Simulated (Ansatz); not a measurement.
**Cd5HgSe6 (P3m1) at 2 levels of theory**

One geometry, relaxed with PBE; plane waves with PAW potentials in Ansatz, scalar-relativistic. No spin polarisation. Gaps are the least over mesh and band path; pressure is positive in compression.

```cif
data_structure
_symmetry_space_group_name_H-M 'P3m1'
_symmetry_Int_Tables_number 156
_cell_length_a 4.3907
_cell_length_b 4.3907
_cell_length_c 21.5005
_cell_angle_alpha 90.000
_cell_angle_beta 90.000
_cell_angle_gamma 120.000
_cell_volume 358.97
loop_
_atom_site_label
_atom_site_type_symbol
_atom_site_symmetry_multiplicity
_atom_site_Wyckoff_symbol
_atom_site_fract_x
_atom_site_fract_y
_atom_site_fract_z
_atom_site_occupancy
Cd1 Cd 1 b 0.33333 0.66667 0.00095 1
Cd2 Cd 1 b 0.33333 0.66667 0.66865 1
Cd3 Cd 1 c 0.66667 0.33333 0.16698 1
Cd4 Cd 1 c 0.66667 0.33333 0.50237 1
Cd5 Cd 1 c 0.66667 0.33333 0.83479 1
Hg1 Hg 1 b 0.33333 0.66667 0.33536 1
Se1 Se 1 b 0.33333 0.66667 0.12604 1
Se2 Se 1 b 0.33333 0.66667 0.46145 1
Se3 Se 1 b 0.33333 0.66667 0.79373 1
Se4 Se 1 c 0.66667 0.33333 0.29226 1
Se5 Se 1 c 0.66667 0.33333 0.62755 1
Se6 Se 1 c 0.66667 0.33333 0.95987 1
```

```tsv
level	cutoff (eV)	k mesh	gap (eV)	pressure (GPa)
PBE	420	12×12×2	0.14	0.0
```

What comes out on the same cell with r2SCAN?

| level | cutoff (eV) | k mesh | gap (eV) | pressure (GPa) |
| --- | --- | --- | --- | --- |
| r2SCAN | 500 | 12×12×2 | 0.53 | -1.5 |

Spin-orbit coupling matters for the bands of heavy elements and is left out.

The structure comes from a generated guess; another structure or a mixture of phases may lie lower.
